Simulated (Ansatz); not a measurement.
Polymorphs of TiTe$_{2}$, each relaxed with PBE+D3(BJ) in the plane-wave PAW code Ansatz:

A: CdI2 type (P-3m1)
a = 3.698 Å, b = 3.698 Å, c = 6.383 Å, α = 90.00°, β = 90.00°, γ = 120.00°

```csv
atom,site,symmetry,x,y,z
Ti,1a,-3m.,0.0000,0.0000,0.0000
Te,2d,3m.,0.6667,0.3333,0.2711
```

B: R3m
a = b = 3.6937 Å, c = 19.6334 Å, α = β = 90.00°, γ = 120.00°

| atom | site | symmetry | x | y | z |
|---|---|---|---|---|---|
| Ti | 3a | 3m | 0.0000 | 0.0000 | 0.0004 |
| Te | 3a | 3m | 0.0000 | 0.0000 | 0.7564 |
| Te | 3a | 3m | 0.0000 | 0.0000 | 0.5765 |

**Question.** Rank these by energy per atom at 0 K (lowest first), as PBE+D3(BJ) gives it.

**Answer.** A (+0 meV/atom), B (+114 meV/atom)

Constructed cells (a structure type filled with these elements, in neither database checked): B. All cells were relaxed under the symmetry of their starts (and spin orders); stability against distortions was not tested throughout. Rows with no word on spin ran without spin polarisation. Scalar-relativistic: spin–orbit coupling is off unless named, which matters more the heavier the elements.

Energies hold the estimated change up to a 700 eV cutoff; steps of a few meV lie near the error of the meshes.

Potentials: the later of the program's two PAW sets.
